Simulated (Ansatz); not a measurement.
GaAs (F-43m): elasticity against pressure

```
CELL_PARAMETERS angstrom
0.00000 2.80150 2.80150
2.80150 0.00000 2.80150
2.80150 2.80150 0.00000
ATOMIC_POSITIONS crystal
Ga 0.00000 0.00000 0.00000
As 0.75000 0.75000 0.75000
```

This is the zero-pressure cell. At each pressure cell and atoms are relaxed in this structure, and the constants are slopes of the stress at strains of ±0.005 with relaxed ions (the coefficients that govern stability under load). Level: LDA, PAW on Ansatz 0.2.0's default frozen-core files (fitted under PBE), scalar-relativistic; k mesh 8×8×8, strains of ±0.005, fixed occupations, cutoff 420 eV. P is the pressure of the relaxed cell, less that of this one.

```
P (GPa)    V/V₀  C11 (GPa)  C12 (GPa)  C44 (GPa)
   0.00  1.0000      117.3       53.1       58.6
   1.02  0.9868      122.1       57.7       59.7
   2.03  0.9746      126.7       62.2       60.7
   4.05  0.9525      135.7       71.1       62.3
   7.05  0.9241      148.3       84.0       63.9
  10.01       ?          ?          ?          ?
  15.01  0.8653      179.0      116.9       65.6
```

Task: Does the bulk modulus from the constants agree with the pressure-volume curve?

Result: A third-order Birch-Murnaghan fit to the volumes shown (F against f, f = [(V₀/V)^(2/3) − 1]/2) gives B₀ = 74.5 GPa and B′ = 4.6. Its −V dP/dV stands beside (C11 + 2C12)/3:

| P (GPa) | from P(V) | from the constants |
| --- | --- | --- |
| 0.00 | 74.5 | 74.5 |
| 1.02 | 79.2 | 79.2 |
| 2.03 | 83.7 | 83.7 |
| 4.05 | 92.5 | 92.7 |
| 7.05 | 105.3 | 105.4 |
| 15.01 | 138.2 | 137.6 |

Task: What are the pressure derivatives at zero pressure?

Result: Slopes at V₀ of quadratic fits in −ln(V/V₀) through the first four rows shown, divided by B₀: dC11/dP = 4.8, dC12/dP = 4.6, dC44/dP = 1.2. The mean slopes up to 2.0 GPa are 4.6, 4.5, 1.0; curvature and scatter of the constants part the two. The combination (dC11/dP + 2 dC12/dP)/3 = 4.6 stands against B′.

Task: Fill the row at 10.01 GPa.

Result: Cubic fits in −ln(V/V₀) through all rows shown give C11 = 160.1, C12 = 96.5, C44 = 64.9 GPa. Computed: V/V₀ = 0.8999, C11 (GPa) = 160.1, C12 (GPa) = 96.5, C44 (GPa) = 64.9.

Task: Does a shear stiffness soften?

Result: C44 goes from 58.6 to 65.6 GPa; (C11 − C12)/2 goes from 32.1 to 31.0 GPa, through a maximum of 32.3 near 4 GPa. (C11 − C12)/2 softens under pressure, though the lattice stays mechanically stable over this range.

Caveats: no other phase was computed; many crystals of this kind change structure within this range, and rows or crossings beyond such a change describe a metastable lattice; frozen-core PAW files fitted under PBE, their cores solved anew for the functional of the run; constants at zero field, no piezoelectric stiffening; phonons weren't checked at these pressures.
